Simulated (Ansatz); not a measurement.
Profile along the N–V line in VN (rock salt)

VN (rock salt)

```xyz
2
Lattice="0.0000 2.0585 2.0585 2.0585 0.0000 2.0585 2.0585 2.0585 0.0000" Properties=species:S:1:pos:R:3 pbc="T T T"
N      0.0000     0.0000     0.0000
V      2.0585     2.0585     2.0585
```

Fields along a shortest N–V line of a {110} plane (2.06 Å), from N to V, interpolated on the slice's grid (step about 0.2 Å). These are PBE (plane waves to 420 eV, PAW, scalar-relativistic; Ansatz, a quantum-chemistry and plane-wave program) values and carry that method's errors. k mesh 19×19×19. Near the nuclei the fields are pseudised (PAW); where an atom keeps semicore shells as valence, they peak there. The PAW data are Ansatz's earlier set. VN is run without spin polarisation. VN was relaxed with its symmetry unable to fall.

| distance from N (Å) | valence electron density (e/Å³) | electron localisation function |
|---|---|---|
| 0.00 | 3.32 | x |
| 0.10 | 3.40 | x |
| 0.21 | 3.48 | x |
| 0.31 | 3.37 | x |
| 0.41 | 2.92 | 0.64 |
| 0.52 | 2.22 | 0.77 |
| 0.62 | 1.58 | 0.81 |
| 0.72 | 1.12 | 0.78 |
| 0.82 | 0.82 | 0.66 |
| 0.93 | 0.64 | 0.42 |
| 1.03 | 0.57 | 0.20 |
| 1.13 | 0.64 | 0.19 |
| 1.24 | 0.91 | 0.20 |
| 1.34 | 1.65 | 0.34 |
| 1.44 | 3.17 | 0.50 |
| 1.54 | 5.41 | 0.62 |
| 1.65 | 8.15 | 0.69 |
| 1.75 | 11.23 | x |
| 1.85 | 14.17 | x |
| 1.96 | 16.27 | x |
| 2.06 | 17.02 | x |

x: too close to a nucleus for the ELF to mean much.

Density on the N–V line (2.06 Å) at its midpoint: 0.57 e/Å³. ELF at that point: 0.20.
